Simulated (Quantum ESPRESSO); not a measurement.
Report: field gradients of La$_{2}$O$_{3}$ (P-3m1) under strain

```xyz
5
Lattice="3.9308 0.0000 0.0000 -1.9654 3.4042 0.0000 0.0000 0.0000 6.1119" Properties=species:S:1:pos:R:3 pbc="T T T"
La     1.9654     1.1347     4.6069
La     0.0000     2.2694     1.5050
O      1.9654     1.1347     2.1643
O      0.0000     2.2694     3.9476
O      0.0000     0.0000     0.0000
```
The geometry is a computed Materials Project entry, not a measured one. It is La2O3 in P-3m1. Stability against distortions was not tested. The run has no spin polarisation.

Method: field gradients by the PAW reconstruction of the field gradient on a scalar-relativistic PBE ground state (a modified build of Quantum ESPRESSO, JTH datasets), 30 Ha, k-mesh 7×7×4 through Γ. Relaxations, where named, use PBE in pw.x of Quantum ESPRESSO. Values are those of each site's first atom; slopes are least-squares lines through the rows.

**Isotropic strain.** The last row in full: isotropic strain, all lattice vectors scaled by 1.02, fractional positions kept. Sites: La is atom 1, O1 is atom 3, O2 is atom 5.

| strain (%) | Vzz La (a.u.) | Vzz O1 (a.u.) | Vzz O2 (a.u.) |
|---|---|---|---|
| -2 | 1.373 | 0.095 | -0.077 |
| 0 | 1.268 | 0.086 | -0.092 |
| +2 | 1.172 | 0.078 | -0.107 |
| slope per % | -0.0502 | -0.0043 | -0.0073 |

Vzz La (a.u.) answers most, by -0.0502 per %. Largest miss of the straight line: Vzz La 0.0030, Vzz O1 0.0004, Vzz O2 0.0000.

**Volume-keeping strain along the main axis.** The last row in full: strained by +2 % along the unique axis and by -1 % across it, atoms relaxed. Sites: La is atom 1, O1 is atom 3, O2 is atom 5.

```tsv
strain (%)	Vzz La (a.u.)	Vzz O1 (a.u.)	Vzz O2 (a.u.)
-2	1.286	0.088	-0.101
0	1.297	0.092	-0.095
+2	1.306	0.097	-0.090
slope per %	0.0048	0.0024	0.0027
```

Vzz La (a.u.) answers most, by 0.0048 per %. Largest miss of the straight line: Vzz La 0.0009, Vzz O1 0.0006, Vzz O2 0.0000.

**Summary.** Under isotropic strain, the largest response is that of Vzz La (a.u.) (-0.0502 per %). Under volume-keeping strain along the main axis, the largest response is that of Vzz La (a.u.) (0.0048 per %). Cores are frozen. Against all-electron runs on small test molecules, this scheme's |Vzz| missed by −2 to +6 % on O. La had no test against all-electron runs. Spin–orbit coupling is left out, a limit on La.

As single numbers, gradients under 0.02 a.u. lie near what cutoff and mesh leave (some 0.003 a.u. in our sweeps); these rows share cutoff and mesh counts, so their differences are steadier.
